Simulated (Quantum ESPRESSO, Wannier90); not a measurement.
## W (bcc (W type)), plane waves to Wannier functions

```
CELL_PARAMETERS angstrom
     -1.58516     1.58516     1.58516
      1.58516    -1.58516     1.58516
      1.58516     1.58516    -1.58516
ATOMIC_POSITIONS crystal
  W  0.00000 0.00000 0.00000
```

Structure: Materials Project mp-91, symmetrised, not relaxed again. This is the element's usual structure. Method: PBEsol plane waves in Quantum ESPRESSO 7.5 (PseudoDojo norm-conserving files, 60 Ry, no spin polarisation, no spin-orbit coupling), Bloch states on a 12×12×12 mesh through Γ, Wannier90 4.0.1. Density: 18×18×18 mesh, cold smearing 0.01 Ry. Spin-orbit coupling is left out although heavy elements are present.

Valence charges of the files: W 14. 21 bands were computed.

Isolated groups of bands, relative to the Fermi level (bands from 5 on overlap up to the last one computed):

| bands | from (eV) | to (eV) | filling | weight on atomic waves |
|---|---|---|---|---|
| 1 | -74.17 | -73.94 | filled | W 5s 97 % |
| 2–4 | -39.00 | -37.73 | filled | W 5p 99 % |

Wanted is a model with the orbitals W s p d, without the filled groups that are mainly made of other shells (semicore states, and anion s where it isn't named); all higher bands stay in for disentanglement.

Question: Give num_wann, exclude_bands and num_bands, and the number of electrons that the model holds.

Answer: Electrons: 1×14 = 14, or 7.0 bands' worth; no gap over 0.05 eV opens at the Fermi level at this level of theory.
num_wann = 1×9 = 9.
exclude_bands = 1-4, 4 bands, so num_bands = 21 − 4 = 17.
The model holds 14 − 2×4 = 6 electrons. With the window frozen to 1.50 eV it follows pw.x to 2.5 meV rms (states up to 1.0 eV relative to the Fermi level).
